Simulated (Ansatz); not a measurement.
OsC:
```
CELL_PARAMETERS angstrom
      2.94256     0.00000     0.00000
     -1.47128     2.54833     0.00000
      0.00000     0.00000     2.72562
ATOMIC_POSITIONS crystal
  Os 0.00000 0.00000 0.00000
  C  0.66667 0.33333 0.50000
```

Relaxed with PBE. Special points in fractions of this cell's reciprocal vectors: Γ (0.000, 0.000, 0.000); M (0.500, 0.000, 0.000); K (0.333, 0.333, 0.000); A (0.000, 0.000, 0.500); L (0.500, 0.000, 0.500); H (0.333, 0.333, 0.500).

Task: List the band energies nearest the Fermi level at these points for the program Ansatz at the PBE with spin–orbit coupling level (PAW).

Result: In eV from the Fermi level; about four levels below and three above (degenerate sets whole), none deeper than 8.9 eV; points with the same levels are listed once.

```
k                    below                above
-  -----------------------  -------------------
Γ  -0.98 -0.98 -0.49 -0.49  2.96 2.96 3.13 3.13
M  -3.07 -3.07 -1.32 -1.32  0.18 0.18 0.87 0.87
K  -1.77 -1.75 -1.58 -0.22       0.53 5.47 5.79
A  -3.93 -3.93 -3.21 -3.21  0.84 0.84 1.82 1.82
L  -6.38 -6.38 -2.19 -2.19  0.02 0.02 1.02 1.02
H  -4.15 -3.95 -3.60 -3.04       0.20 0.33 2.31
```

Space group P-6m2. The cell is a constructed one: a structure type filled with these elements; neither database checked (COD, Materials Project) lists it. Its standing as an ambient phase is unchecked. The PBE relaxation kept the symmetry of its start; its stability against distortions is not shown here. The run is not spin-polarised.

Potentials: the earlier of the program's two PAW sets.
